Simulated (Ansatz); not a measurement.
Ansatz input

```yaml
crystal:
  lattice:
    - [3.2708101868, 0.0, 0.0]
    - [0.0, 3.2708101868, 0.0]
    - [0.0, 0.0, 3.2708101868]
  atoms:
    - { symbol: "Y", position: [0.0, 0.0, 0.0], spin: 0.492 }
hamiltonian:
  xc: mr2scan
  pseudopotentials:
    kind: paw
    azcp:
      "Y": "pseudopotentials/Y.paw.azcp"
basis:
  ecutwfc: 500
  fft_grid_basis: typed
kpoints:
  mp_grid: { grid: [16, 16, 16], shift: [0, 0, 0] }
magnetization:
  spin_polarized: true
scf:
  occupations: { method: fermi_dirac, width: 0.05 }
```

Output

```
Engine: ansatz 0.2.0, x86_64-unknown-linux-gnu
Pseudopotentials: kind: paw
Pseudopotential: Y, paw, valence charge 11, recommended cutoff 500 eV (meta_gga) 
Functional definition: m-r2SCAN
  exchange = m_r2scan_x
  correlation = m_r2scan_c
Crystal: 1 atoms, lattice volume = 34.992 Å³
Basis set: ecut = 500 eV, 895 PW (Γ), exchange–correlation on 96×96×96 points (64 copies of the dense FFT grid, shifted against one another)
Bands: 10, of which v1, the nominal top of the filled ones, is band 6 counted from 1 (5 counted from 0)
Symmetry: 48 space group operations
Space group: Pm-3m (ITA 221), of the structure as read, at distance tolerance 3.3e-5 Å
Magnetic group: BNS 221.92 (UNI 1594), of the structure as read, at distance tolerance 3.3e-5 Å
k-points: 165 of 4096
Non-local potential: Y, projectors of the file, l = 0: 3, l = 1: 2, l = 2: 2, l = 3: 1
PAW form: soft (Blöchl's): semilocal exchange-correlation on the pseudo side does not see the compensation charge
PAW frozen core: Y, regenerated for the run's functional (the file was generated under x = pbe(κ = 0.804, μ = 0.2195149727645171), c = pbe(β = 0.06672455060314922))
PAW one-centre angular grid: Y, 590 points (default); XC on 160 Gauss nodes
Initial density: superposition of atomic densities (chi_scale 0.1, normalization cell)
Starting moments: Σ|m| = 0.492 μB on 1 of 1 site
Initial wavefunctions: pseudopotential atomic-orbital guess
Functional: x = mr2scan, c = mr2scan; τ floored in thin density (d = 2e-4 eV/Å³)
iter 1 solved again at ethr=1.20e-3 eV; its pass at ethr=3.10e-3 eV (dr2=1.31e-1 eV) is discarded
SCF iter   1: F=—  HF=-3858.808638 eV  |F-HF|=—  |Δ(HF+E_count)|=         —  Δρ=9.48e-3 (↑9.48e-3 ↓7.07e-3)  dr2=1.43e-1  dr2_τ=8.72e-4  dr2_m=4.46e-3  M=0.467 μB ∫|m|=0.467 μB  β_m=1.00  ethr=1.20e-3  ⟨swp⟩=1.7  Hψ=26039  notcnv=0
Mixer restart at iter 1: flushing history
SCF iter   2: F=—  HF=-3858.865886 eV  |F-HF|=—  |Δ(HF+E_count)|=         —  Δρ=6.17e-3 (↑5.58e-3 ↓6.17e-3)  dr2=8.56e-2  dr2_τ=1.04e-4  dr2_m=3.97e-4  M=0.514 μB ∫|m|=0.514 μB  β_m=1.00  ethr=1.20e-3  ⟨swp⟩=2.2  Hψ=5089  notcnv=0
Mixer restart at iter 2: flushing history
SCF iter   3: F=—  HF=-3858.859570 eV  |F-HF|=—  |Δ(HF+E_count)|=   6.32e-3  Δρ=4.02e-3 (↑3.30e-3 ↓4.02e-3)  dr2=2.60e-2  dr2_τ=1.84e-4  dr2_m=5.77e-4  M=0.581 μB ∫|m|=0.581 μB  β_m=1.00  ethr=7.78e-4  ⟨swp⟩=2.1  Hψ=4850  notcnv=0  κ⁻¹=1.0e0(r=1)
SCF iter   4: F=—  HF=-3858.872484 eV  |F-HF|=—  |Δ(HF+E_count)|=   1.29e-2  Δρ=2.04e-3 (↑2.04e-3 ↓1.60e-3)  dr2=1.58e-3  dr2_τ=6.58e-5  dr2_m=4.40e-4  M=0.722 μB ∫|m|=0.722 μB  β_m=1.00  ethr=2.37e-4  ⟨swp⟩=2.6  Hψ=6307  notcnv=0  κ⁻¹=8.3e-3(r=2)
SCF iter   5: F=—  HF=-3858.879272 eV  |F-HF|=—  |Δ(HF+E_count)|=   6.79e-3  Δρ=1.02e-3 (↑1.02e-3 ↓8.60e-4)  dr2=3.88e-4  dr2_τ=8.74e-6  dr2_m=8.07e-5  M=0.812 μB ∫|m|=0.812 μB  β_m=1.00  ethr=1.43e-5  ⟨swp⟩=2.5  Hψ=5692  notcnv=0  κ⁻¹=1.4e-3(r=3)
SCF iter   6: F=—  HF=-3858.880075 eV  |F-HF|=—  |Δ(HF+E_count)|=   8.03e-4  Δρ=4.71e-4 (↑4.49e-4 ↓4.71e-4)  dr2=1.89e-4  dr2_τ=9.79e-7  dr2_m=1.38e-6  M=0.864 μB ∫|m|=0.864 μB  β_m=1.00  ethr=3.53e-6  ⟨swp⟩=2.1  Hψ=4948  notcnv=0  κ⁻¹=5.2e-4(r=4)
SCF iter   7: F=—  HF=-3858.879575 eV  |F-HF|=—  |Δ(HF+E_count)|=   5.01e-4  Δρ=2.24e-4 (↑2.24e-4 ↓2.18e-4)  dr2=3.09e-5  dr2_τ=3.25e-7  dr2_m=1.87e-7  M=0.848 μB ∫|m|=0.848 μB  β_m=1.00  ethr=1.72e-6  ⟨swp⟩=2.1  Hψ=4048  notcnv=0  κ⁻¹=3.4e-4(r=5)
SCF iter   8: F=—  HF=-3858.879629 eV  |F-HF|=—  |Δ(HF+E_count)|=   5.47e-5  Δρ=1.32e-4 (↑1.23e-4 ↓1.32e-4)  dr2=6.18e-7  dr2_τ=3.77e-7  dr2_m=4.88e-6  M=0.848 μB ∫|m|=0.848 μB  β_m=1.00  ethr=2.81e-7  ⟨swp⟩=2.1  Hψ=4905  notcnv=0  κ⁻¹=2.7e-5(r=6)
SCF iter   9: F=—  HF=-3858.879632 eV  |F-HF|=—  |Δ(HF+E_count)|=   2.72e-6  Δρ=7.27e-5 (↑5.78e-5 ↓7.27e-5)  dr2=6.04e-7  dr2_τ=9.99e-8  dr2_m=1.20e-6  M=0.844 μB ∫|m|=0.844 μB  β_m=1.00  ethr=5.62e-9  ⟨swp⟩=2.0  Hψ=5327  notcnv=0  κ⁻¹=8.8e-6(r=7)
SCF iter  10: F=—  HF=-3858.879629 eV  |F-HF|=—  |Δ(HF+E_count)|=   3.49e-6  Δρ=6.56e-6 (↑6.56e-6 ↓6.43e-6)  dr2=6.72e-9  dr2_τ=1.10e-9  dr2_m=6.28e-9  M=0.839 μB ∫|m|=0.839 μB  β_m=1.00  ethr=5.49e-9  ⟨swp⟩=2.0  Hψ=5300  notcnv=0  κ⁻¹=6.7e-8(r=8)
SCF iter  11: F=—  HF=-3858.879627 eV  |F-HF|=—  |Δ(HF+E_count)|=   2.03e-6  Δρ=1.05e-5 (↑1.05e-5 ↓1.02e-5)  dr2=2.70e-9  dr2_τ=3.34e-9  dr2_m=3.20e-8  M=0.840 μB ∫|m|=0.840 μB  β_m=1.00  ethr=6.11e-11  ⟨swp⟩=2.0  Hψ=5025  notcnv=0  κ⁻¹=2.7e-8(r=8)
SCF iter  12: F=—  HF=-3858.879627 eV  |F-HF|=—  |Δ(HF+E_count)|=   1.63e-7  Δρ=5.82e-6 (↑5.82e-6 ↓5.05e-6)  dr2=2.42e-9  dr2_τ=8.20e-10  dr2_m=8.17e-9  M=0.841 μB ∫|m|=0.841 μB  β_m=1.00  ethr=2.45e-11  ⟨swp⟩=3.0  Hψ=5880  notcnv=0  κ⁻¹=1.3e-7(r=8)
SCF iter  13: F=—  HF=-3858.879627 eV  |F-HF|=—  |Δ(HF+E_count)|=   4.95e-8  Δρ=1.31e-6 (↑1.31e-6 ↓1.22e-6)  dr2=3.68e-10  dr2_τ=3.25e-11  dr2_m=3.35e-10  M=0.841 μB ∫|m|=0.841 μB  β_m=1.00  ethr=2.20e-11  ⟨swp⟩=2.7  Hψ=5684  notcnv=0  κ⁻¹=1.0e-7(r=8)
SCF iter  14: F=-3858.879627 eV  HF=-3858.879627 eV  |F-HF|=1.96e-10  |Δ(HF+E_count)|=  1.90e-10  Δρ=4.55e-7 (↑4.55e-7 ↓4.35e-7)  dr2=1.11e-11  dr2_τ=6.20e-12  dr2_m=5.82e-11  M=0.841 μB ∫|m|=0.841 μB  ethr=3.34e-12  ⟨swp⟩=1.0  Hψ=9675  notcnv=0
SCF 1 converged in 14 iterations: F = -3858.879627 eV  dr2 = 1.11e-11
this state was not tested for a lower state beside it, because the mixer in use, unlike msr1, does not test its closes by its own steps (another_mixer; see scf.mixing.algorithm and scf.lower_state_search)
SCF converged after 14 iterations
Magnetization: 0.8413 μB (5.9207 up, 5.0793 down)
Absolute magnetization: 0.8413 μB (∫|ρ↑−ρ↓|, with the PAW one-centre terms)
Spin contamination: 0.0009 ħ² per cell (⟨S²⟩ above its minimum at these occupations)
Per-site moments (μB) at R_I (Å): [(0.4958850246826096, 1.349209202055)]
Free energy (F): -3858.879627 eV
Harris-Foulkes:  -3858.879627 eV  (|F-HF|=1.96e-10)
Internal energy: -3858.866333 eV  (E = F + TS)
E sigma→0 (E₀):  -3858.872980 eV
Entropy (-TS):   -0.013294 eV (-13.294 meV/atom)
Fermi energy:    8.721405 eV
--- Per-component energies (eV) ---
  E_band       = -140.291429
  E_kinetic    = 304.655185
  E_local      = -661.517612  (includes V_loc(G=0)·N_el)
  E_nonlocal   = 50.347539
  E_hartree    = 212.472936
  E_xc         = -167.155647
  E_vxc        = -221.208814  (∫ρ·V_xc dr)
  E_paw        = -2841.802110  (= ΣΔE_a)
  E_vpaw       = -49.791328  (= ΣTr[D̂ρ^β])
  E_aug_tail   = 0.000003  (compensation charges beyond the density's cutoff)
  E_vtau       = 12.277718  (kinetic-family band-sum trace: ∫τ·v_τ [+ j·A + Jᵃ·Aᵃ] dr)
  E_ewald      = -755.712673
  E_core_change = -0.153953  (= ΣΔE_core)
  E_smearing   = -0.013294  (= −TS)
  E_closure    = -0.000000  (closes the sum)
  Σ components = -3858.879627   (vs F -3858.879627, Δ=0.00e0)
```
